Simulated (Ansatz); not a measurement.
An Ansatz (a program for electronic structure) run. Input:

Ansatz 0.2 input:
```yaml
crystal:
  lattice:
    - [0.0, 3.4201548206, 3.4201548206]
    - [3.4201548206, 0.0, 3.4201548206]
    - [3.4201548206, 3.4201548206, 0.0]
  atoms:
    - { symbol: Mg, position: [0.5, 0.5, 0.5] }
    - { symbol: Mg, position: [0.75, 0.75, 0.75] }
    - { symbol: Cu, position: [0.125, 0.625, 0.125] }
    - { symbol: Cu, position: [0.125, 0.125, 0.125] }
    - { symbol: Cu, position: [0.625, 0.125, 0.125] }
    - { symbol: Cu, position: [0.125, 0.125, 0.625] }
kpoints:
  mp_grid: { grid: [18, 18, 18] }
hamiltonian:
  xc: lda
  pseudopotentials: { kind: paw }
scf:
  occupations: { method: fermi_dirac, width: 0.1 }
elastic: { mode: relaxed_ion, stencil: two_point, amplitude: 0.005, f_tol: 0.0005 }
```

Output (shortened):

```
Pseudopotential: Mg, paw, valence charge 10
Pseudopotential: Cu, paw, valence charge 19
Functional definition: SPW92
Crystal: 6 atoms, lattice volume = 80.014 Å³
Basis set: ecut = 420 eV, 1471 PW (Γ)
Bands: 58, of which v1, the nominal top of the filled ones, is band 48 counted from 1 (47 counted from 0)
Symmetry: 48 space group operations
Space group: Fd-3m (ITA 227), of the structure as read, at distance tolerance 4.3e-5 Å
k-points: 195 of 5832
SCF 1 converged in 13 iterations: F = -30026.984818 eV  dr2 = 3.18e-15
Crystal: 6 atoms, lattice volume = 79.614 Å³
Symmetry: 16 space group operations
k-points: 480 of 5832
SCF 2 converged in 11 iterations: F = -30026.983832 eV  dr2 = 6.86e-14
Crystal: 6 atoms, lattice volume = 80.414 Å³
Basis set: ecut = 420 eV, 1527 PW (Γ)
SCF 3 converged in 9 iterations: F = -30026.983775 eV  dr2 = 8.23e-14
Crystal: 6 atoms, lattice volume = 80.014 Å³
Basis set: ecut = 420 eV, 1487 PW (Γ)
Symmetry: 8 space group operations
k-points: 865 of 5832
SCF 4 converged in 14 iterations: F = -30026.984466 eV  dr2 = 1.34e-14
relax step   1: F+E_penalty+E_count = -30026.98446611 eV  Δ(F+E_penalty+E_count) = +0.000e0 eV  max|allowed force component| = 6.979e-3 eV/Å  Δτ_max = 0.0000 Å  (14 SCF iters, accepted)
Crystal: 6 atoms, lattice volume = 80.014 Å³
SCF 5 converged in 9 iterations: F = -30026.984474 eV  dr2 = 7.96e-14
relax step   2: F+E_penalty+E_count = -30026.98447448 eV  Δ(F+E_penalty+E_count) = -8.374e-6 eV  max|allowed force component| = 9.683e-4 eV/Å  Δτ_max = 0.0011 Å  (9 SCF iters, accepted)
Crystal: 6 atoms, lattice volume = 80.014 Å³
SCF 6 converged in 8 iterations: F = -30026.984475 eV  dr2 = 1.97e-14
relax step   3: F+E_penalty+E_count = -30026.98447465 eV  Δ(F+E_penalty+E_count) = -1.644e-7 eV  max|allowed force component| = 3.261e-8 eV/Å  Δτ_max = 0.0002 Å  (8 SCF iters, accepted)
Crystal: 6 atoms, lattice volume = 80.014 Å³
SCF 7 converged in 6 iterations: F = -30026.984475 eV  dr2 = 2.67e-17
Crystal: 6 atoms, lattice volume = 80.014 Å³
SCF 8 converged in 14 iterations: F = -30026.984466 eV  dr2 = 1.35e-14
relax step   1: F+E_penalty+E_count = -30026.98446611 eV  Δ(F+E_penalty+E_count) = +0.000e0 eV  max|allowed force component| = 6.979e-3 eV/Å  Δτ_max = 0.0000 Å  (14 SCF iters, accepted)
Crystal: 6 atoms, lattice volume = 80.014 Å³
SCF 9 converged in 9 iterations: F = -30026.984475 eV  dr2 = 8.25e-14
relax step   2: F+E_penalty+E_count = -30026.98447465 eV  Δ(F+E_penalty+E_count) = -8.538e-6 eV  max|allowed force component| = 2.228e-7 eV/Å  Δτ_max = 0.0012 Å  (9 SCF iters, accepted)
Crystal: 6 atoms, lattice volume = 80.014 Å³
SCF 10 converged in 6 iterations: F = -30026.984475 eV  dr2 = 1.93e-16
SCF converged after 13 iterations
Free energy (F): -30026.984818 eV
Harris-Foulkes:  -30026.984818 eV  (|F-HF|=1.09e-11)
Internal energy: -30026.907434 eV  (E = F + TS)
E sigma→0 (E₀):  -30026.946126 eV
Entropy (-TS):   -0.077385 eV (-12.897 meV/atom)
Fermi energy:    13.189807 eV
--- Per-component energies (eV) ---
  E_band       = -2277.678430
  E_kinetic    = 1359.982871
  E_local      = -21787.297547  (includes V_loc(G=0)·N_el)
  E_nonlocal   = 1758.480076
  E_hartree    = 9390.937060
  E_xc         = -418.423500
  E_vxc        = -542.918863  (∫ρ·V_xc dr)
  E_paw        = -6905.879680  (= ΣΔE_a)
  E_vpaw       = -1847.800354  (= ΣTr[D̂ρ^β])
  E_aug_tail   = 0.001265  (compensation charges beyond the density's cutoff)
  E_ewald      = -13426.807577
  E_core_change = 2.099599  (= ΣΔE_core)
  E_smearing   = -0.077385  (= −TS)
  E_closure    =  0.000000  (closes the sum)
  Σ components = -30026.984818   (vs F -30026.984818, Δ=0.00e0)
--- Forces (eV/Å), atoms counted from 1 ---
  atom   1  Mg     0.00000000     0.00000000     0.00000000
  atom   2  Mg     0.00000000     0.00000000     0.00000000
  atom   3  Cu     0.00000000     0.00000000     0.00000000
  atom   4  Cu     0.00000000     0.00000000     0.00000000
  atom   5  Cu     0.00000000     0.00000000     0.00000000
  atom   6  Cu     0.00000000     0.00000000     0.00000000
  max |Σ_I F_I| component: 2.31e-18 eV/Å
--- Stress (GPa, compression-positive) ---
       -0.014639       0.000000       0.000000
        0.000000      -0.014639       0.000000
        0.000000       0.000000      -0.014639
  P = ⅓ Tr σ = -0.0146 GPa (-0.146 kbar)
--- Band table (eV; the first three rows and the last of 195) ---
  k-point 0: bands = ["-98.9272", "-98.9066", "-98.9066", "-98.9066", "-61.6513", "-61.6453", "-56.8253", "-56.7680", "-56.7680", "-56.7680", "-56.7516", "-56.7516", "-56.6932", "-56.6932", "-56.6932", "-56.6518", "-56.6518", "-56.6518", "-29.0890", …
  k-point 1: bands = ["-98.9271", "-98.9068", "-98.9067", "-98.9067", "-61.6512", "-61.6453", "-56.8244", "-56.7677", "-56.7676", "-56.7676", "-56.7515", "-56.7515", "-56.6937", "-56.6937", "-56.6933", "-56.6529", "-56.6520", "-56.6520", "-29.0891", …
  k-point 2: bands = ["-98.9268", "-98.9071", "-98.9067", "-98.9067", "-61.6511", "-61.6454", "-56.8220", "-56.7669", "-56.7666", "-56.7666", "-56.7508", "-56.7508", "-56.6948", "-56.6948", "-56.6933", "-56.6562", "-56.6525", "-56.6525", "-29.0893", …
  k-point 194: bands = ["-98.9170", "-98.9170", "-98.9067", "-98.9067", "-61.6483", "-61.6483", "-56.7654", "-56.7654", "-56.7497", "-56.7497", "-56.7264", "-56.7264", "-56.7242", "-56.7242", "-56.7030", "-56.7030", "-56.6656", "-56.6656", "-29.0931", …
--- Elastic constants: 2 strain directions × 2 members + reference (group order 48) ---
  dense FFT box of the reference and of every strained cell: 36×36×36
  strains applied: 11, 23; error gains: componentwise 1.00 (the most a stress slope's error grows in a printed constant), spectral 1.73 (1 for all six strains …
  C = ∂σ_k/∂η_j (tension-positive GPa; Voigt order 11 22 33 23 13 12):
       162.089     94.628     94.628      0.000      0.000      0.000
        94.628    162.089     94.628      0.000      0.000      0.000
        94.628     94.628    162.089      0.000      0.000      0.000
         0.000      0.000      0.000     54.786      0.000      0.000
         0.000      0.000      0.000      0.000     54.786      0.000
         0.000      0.000      0.000      0.000      0.000     54.786
  reference stress σ⁰ (GPa):      0.015      0.015      0.015      0.000      0.000      0.000
  moduli (Voigt/Reuss/Hill, GPa): K = 117.12/117.12/117.12   G = 46.36/43.84/45.10   E = 119.91   ν = 0.329
  mechanically stable: yes (min eigenvalue of sym C = 54.79 GPa)
  strain η (Voigt 11):  stress-route row diagonal C_11 = 162.09 GPa, energy-path curvature d²(F+E_count+ΔE)/dδ²/Ω₀ = 162.36 GPa
         δ    σ_11 (GPa)             F (eV)   n_scf  n_hpsi   n_pw
    -5.000e-3      -0.8093      -30026.9838324      11  576317   1588   relax 0 steps, max|allowed force component| 1.39e-17 eV/Å
     5.000e-3       0.8116      -30026.9837749       9  462588   1596   relax 0 steps, max|allowed force component| 1.45e-17 eV/Å
  strain η (Voigt 23):  stress-route row diagonal C_44 = 54.79 GPa, energy-path curvature d²(F+E_count+ΔE)/dδ²/Ω₀ = 54.95 GPa
         δ    σ_23 (GPa)             F (eV)   n_scf  n_hpsi   n_pw
    -5.000e-3      -0.2739      -30026.9844746       6  579451   1588   relax 3 steps, max|allowed force component| 3.26e-8 eV/Å
     5.000e-3       0.2739      -30026.9844746       6  574422   1588   relax 2 steps, max|allowed force component| 2.23e-7 eV/Å
```

Cost: about 40 core-minutes (a rough figure) on shared cores.

The first step of the workflow began from a Materials Project structure, measured or hypothetical; the Crystallography Open Database files this formula in space group No. 227, but the cells were not matched. Whether it is the stable phase at ambient conditions was not checked. The LDA relaxation kept the symmetry of its start; of distortions, only those at the zone centre were tested. No spin polarisation was allowed. As this level gives no gap, shear constants depend on the k-mesh and smearing (Fermi–Dirac, 0.1 eV here).

Potentials: the later of the program's two PAW sets.

Ansatz is a plane-wave DFT program.
